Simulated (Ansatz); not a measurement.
CoPtAu:
```
CoPtAu
1.0
    2.78877     0.00000     0.00000
   -1.39439     2.41515     0.00000
    0.00000     0.00000     6.73558
Co Pt Au
1 1 1
Direct
  0.00000   0.00000   0.00775
  0.33333   0.66667   0.31029
  0.66667   0.33333   0.68196
```
Starting moments (μB, in the order of the atoms Co Pt Au): 1.9 0.3 0.0.

Relaxed with PBE.

### Question
Which orbitals make up the states near the Fermi level in PBE (plane waves, PAW; program Ansatz)?

### Answer
Within 0.5 eV of the Fermi level: Co 3d 61 %, Pt 5d 23 %, Au 5d 5 %. Projections are on Löwdin-orthogonalised atomic valence shells; empty p or d shells of many metals are not among them.

### Question
Tabulate the density of states.

### Answer
States/eV per cell of 3 atoms, in 0.25 eV bins, energy from the Fermi level.

| E (eV) | total | Au 5d | Co 3d | Pt 5d |
|---|---|---|---|---|
| -7.85 | 0.44 | 0.04 | 0.00 | 0.02 |
| -7.60 | 0.56 | 0.07 | 0.00 | 0.03 |
| -7.35 | 0.65 | 0.11 | 0.01 | 0.04 |
| -7.10 | 1.64 | 0.82 | 0.03 | 0.10 |
| -6.85 | 1.66 | 0.89 | 0.03 | 0.11 |
| -6.60 | 1.86 | 0.89 | 0.05 | 0.30 |
| -6.35 | 3.15 | 1.60 | 0.10 | 0.71 |
| -6.10 | 3.51 | 1.95 | 0.15 | 0.85 |
| -5.85 | 4.32 | 2.40 | 0.17 | 1.18 |
| -5.60 | 3.62 | 2.02 | 0.14 | 0.96 |
| -5.35 | 2.97 | 1.37 | 0.19 | 1.08 |
| -5.10 | 4.68 | 2.38 | 0.33 | 1.58 |
| -4.85 | 4.52 | 2.37 | 0.31 | 1.52 |
| -4.60 | 4.75 | 1.98 | 0.71 | 1.67 |
| -4.35 | 4.46 | 1.86 | 0.46 | 1.73 |
| -4.10 | 4.97 | 2.16 | 0.62 | 1.74 |
| -3.85 | 4.88 | 2.43 | 0.75 | 1.39 |
| -3.60 | 5.20 | 2.40 | 0.97 | 1.49 |
| -3.35 | 4.43 | 1.96 | 0.78 | 1.37 |
| -3.10 | 3.91 | 1.08 | 1.03 | 1.48 |
| -2.85 | 5.77 | 1.29 | 1.93 | 2.16 |
| -2.60 | 5.67 | 1.12 | 2.16 | 1.95 |
| -2.35 | 5.11 | 1.10 | 1.99 | 1.69 |
| -2.10 | 3.90 | 0.71 | 1.62 | 1.29 |
| -1.85 | 4.28 | 0.82 | 1.83 | 1.39 |
| -1.60 | 4.84 | 0.73 | 2.20 | 1.64 |
| -1.35 | 4.71 | 0.57 | 2.56 | 1.30 |
| -1.10 | 5.02 | 0.52 | 2.67 | 1.52 |
| -0.85 | 4.07 | 0.36 | 1.97 | 1.43 |
| -0.60 | 3.17 | 0.30 | 1.81 | 0.69 |
| -0.35 | 2.69 | 0.19 | 1.46 | 0.72 |
| -0.10 | 3.52 | 0.20 | 2.14 | 0.80 |
| 0.15 | 3.16 | 0.15 | 1.95 | 0.71 |
| 0.40 | 3.68 | 0.15 | 2.43 | 0.76 |
| 0.65 | 2.62 | 0.10 | 1.67 | 0.48 |
| 0.90 | 1.30 | 0.06 | 0.56 | 0.24 |
| 1.15 | 1.11 | 0.06 | 0.35 | 0.21 |
| 1.40 | 1.03 | 0.06 | 0.25 | 0.17 |
| 1.65 | 0.95 | 0.05 | 0.19 | 0.15 |
| 1.90 | 0.89 | 0.05 | 0.15 | 0.12 |
| 2.15 | 0.82 | 0.04 | 0.11 | 0.10 |
| 2.40 | 0.86 | 0.04 | 0.10 | 0.09 |
| 2.65 | 0.86 | 0.03 | 0.08 | 0.08 |
| 2.90 | 0.81 | 0.03 | 0.07 | 0.07 |
| 3.15 | 0.75 | 0.03 | 0.06 | 0.05 |
| 3.40 | 0.74 | 0.02 | 0.05 | 0.05 |
| 3.65 | 0.71 | 0.02 | 0.05 | 0.04 |
| 3.90 | 0.64 | 0.02 | 0.04 | 0.03 |
| 4.15 | 0.60 | 0.01 | 0.03 | 0.03 |
| 4.40 | 0.80 | 0.02 | 0.04 | 0.04 |
| 4.65 | 1.05 | 0.03 | 0.05 | 0.05 |

Space group P3m1. The start of the workflow was typed in or built on a structure type; neither database checked (COD, Materials Project) lists it. Its standing as an ambient phase is unchecked. The cell was relaxed with PBE under the symmetry of its start; its stability against distortions is not shown here. The final state is ferromagnetic, the only order run, not a proven ground state. Scalar-relativistic: spin–orbit coupling is off unless named, which matters more the heavier the elements.

Potentials: the earlier of the program's two PAW sets.
